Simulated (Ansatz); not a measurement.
The calculation used DFT PBE, scalar-relativistic, plane waves, PAW (Ansatz 0.2.0). Settings of the last relaxation (8-atom cell): 420 eV, 6×6×6 k points, Gaussian smearing of 0.02 eV, no spin polarisation.

Formation energies are uncorrected and refer to the elements' standard structures at the same level.

Problem. Propose a candidate for an orthorhombic semiconductor with formula Te3Pb4Se, with a gap near 0.6 eV, a formation energy near −0.43 eV/atom and a density near 7.74 g/cm³, in a cell of 8 atoms.

Solution. Te3Pb4Se, space group Fmm2 (No. 42). Te on a site of symmetry 2 has 6 Pb at 3.22–3.32 Å; around Te on a site of symmetry mm2 lie 6 Pb at 3.23–3.34 Å; around Pb on its first site lie 1 Se at 2.96 Å, 4 Te at 3.23–3.33 Å and 1 Se at 3.57 Å; around Se lie 2 Pb at 2.96 Å, 2 Pb at 3.14 Å and 2 Pb at 3.57 Å; 1 more site not described.

```cif
data_structure
_symmetry_space_group_name_H-M 'P 1'
_symmetry_Int_Tables_number 1
_cell_length_a 7.9723
_cell_length_b 6.5351
_cell_length_c 7.9460
_cell_angle_alpha 65.971
_cell_angle_beta 48.477
_cell_angle_gamma 65.551
_cell_volume 276.74
loop_
_atom_site_label
_atom_site_type_symbol
_atom_site_fract_x
_atom_site_fract_y
_atom_site_fract_z
_atom_site_occupancy
Te1 Te 0.24234 0.24234 0.25766 1
Te2 Te 0.74234 0.74234 0.75766 1
Te3 Te 0.99405 0.99405 0.00595 1
Pb1 Pb 0.50164 0.03188 0.49836 1
Pb2 Pb 0.74249 0.25793 0.74207 1
Pb3 Pb 0.03188 0.50164 0.96812 1
Pb4 Pb 0.25793 0.74249 0.25751 1
Se1 Se 0.48529 0.48529 0.51471 1
```

| Property | Result |
| --- | --- |
| Volume per atom | 34.59 Å³ |
| Density | 7.74 g/cm³ |
| Formation energy | −0.434 eV/atom |
| Gap on the 6×6×6 mesh of the 8-atom cell | 0.63 eV |

The cell was found from a structure generator's guess, not taken from experiment. Other answers may fit too; this one was computed.

These runs have no spin–orbit coupling, which can matter for Pb and Te. Kohn–Sham gaps at this level usually fall short of measured ones. The missing spin–orbit coupling can work the other way here. The reference forms of Se and Te are held partly by dispersion forces, which this level lacks. This cell was reached by moving the atoms of another relaxed cell at random and relaxing again, last within the group found; it had no such test of its own.
